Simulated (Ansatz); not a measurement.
Geometry optimisation in Ansatz: input, command and trajectory.

```yaml
crystal:
  lattice:
    - [4.428371931, 0.0, 0.0]
    - [-2.2141859655, 3.8350825896, 0.0]
    - [0.0, 0.0, 6.3762728657]
  atoms:
    - { symbol: Si, position: [0.1640439797, 0.8359560203, 0.8333333333] }
    - { symbol: Si, position: [0.3280879595, 0.1640439797, 0.1666666667] }
    - { symbol: Si, position: [0.8359560203, 0.6719120405, 0.5] }
    - { symbol: Si, position: [0.8359560203, 0.1640439797, 0.8333333333] }
    - { symbol: Si, position: [0.6719120405, 0.8359560203, 0.1666666667] }
    - { symbol: Si, position: [0.1640439797, 0.3280879595, 0.5] }
    - { symbol: Mo, position: [0.5, 0.0, 0.5] }
    - { symbol: Mo, position: [0.0, 0.5, 0.1666666667] }
    - { symbol: Mo, position: [0.5, 0.5, 0.8333333333] }
basis:
  ecutwfc: 420
kpoints:
  mp_grid: { grid: [12, 12, 6] }
hamiltonian:
  xc: pbesol
scf:
  occupations: { method: gaussian, width: 0.1 }
output:
  forces: true
  stress: true
  eigenvalues: true
relax:
  adjacent_minimum: "off"
  f_tol: 0.01
  max_steps: 30
  cell: { stress_tol: 0.1, fix: [volume] }
```

```bash
ansatz run input.yaml --threads 2 --pin off --max-ram 5120MiB --backend cpu --events-out ev --progress --plain --runs-dir out
```

Theory: DFT PBEsol, scalar-relativistic, plane waves, PAW (Ansatz).

The volume is held at 0.91 times that of the relaxed cell.

Of 3 frames 2 are shown, positions in Å and forces in eV/Å; the SCF threshold varies from step to step. Steps run on the plane waves of an earlier cell, with a Pulay correction in the pressure. The basis is chosen afresh for the last frame, the zero of the energies, and at times for earlier ones too; energy and pressure can step there, also at an unchanged geometry. Where two frames share a geometry here, they differ by under 2 meV/atom and 0.3 GPa.

```xyz
9
Lattice="4.4284 0.0000 0.0000 -2.2142 3.8351 0.0000 0.0000 0.0000 6.3763" Properties=species:S:1:pos:R:3:forces:R:3 pbc="T T T" step=1 free_energy_over_end_meV_per_atom=0.03 pressure_GPa=25.65
Si   -1.1245    3.2060    5.3136   -0.0116    0.0067    0.0000
Si    1.0897    0.6291    1.0627   -0.0116   -0.0067    0.0000
Si    2.2142    2.5768    3.1881    0.0000    0.0134    0.0000
Si    3.3387    0.6291    5.3136    0.0116   -0.0067    0.0000
Si    1.1245    3.2060    1.0627    0.0116    0.0067    0.0000
Si    0.0000    1.2582    3.1881    0.0000   -0.0134    0.0000
Mo    2.2142    0.0000    3.1881    0.0000    0.0000    0.0000
Mo   -1.1071    1.9175    1.0627    0.0000    0.0000    0.0000
Mo    1.1071    1.9175    5.3136    0.0000    0.0000    0.0000
9
Lattice="4.4263 0.0000 0.0000 -2.2132 3.8333 0.0000 0.0000 0.0000 6.3821" Properties=species:S:1:pos:R:3:forces:R:3 pbc="T T T" step=3 free_energy_over_end_meV_per_atom=0.00 pressure_GPa=25.63
Si   -1.1244    3.2047    5.3184   -0.0015    0.0009    0.0000
Si    1.0888    0.6286    1.0637   -0.0015   -0.0009    0.0000
Si    2.2132    2.5761    3.1911    0.0000    0.0018    0.0000
Si    3.3375    0.6286    5.3184    0.0015   -0.0009    0.0000
Si    1.1244    3.2047    1.0637    0.0015    0.0009    0.0000
Si    0.0000    1.2573    3.1911    0.0000   -0.0018    0.0000
Mo    2.2132    0.0000    3.1911    0.0000    0.0000    0.0000
Mo   -1.1066    1.9167    1.0637    0.0000    0.0000    0.0000
Mo    1.1066    1.9167    5.3184    0.0000    0.0000    0.0000
```

Time: 36 s on 2 threads of Intel(R) Xeon(R) Platinum 8375C CPU @ 2.90GHz (Ice Lake), with other jobs on the host, peak memory 0.59 GiB.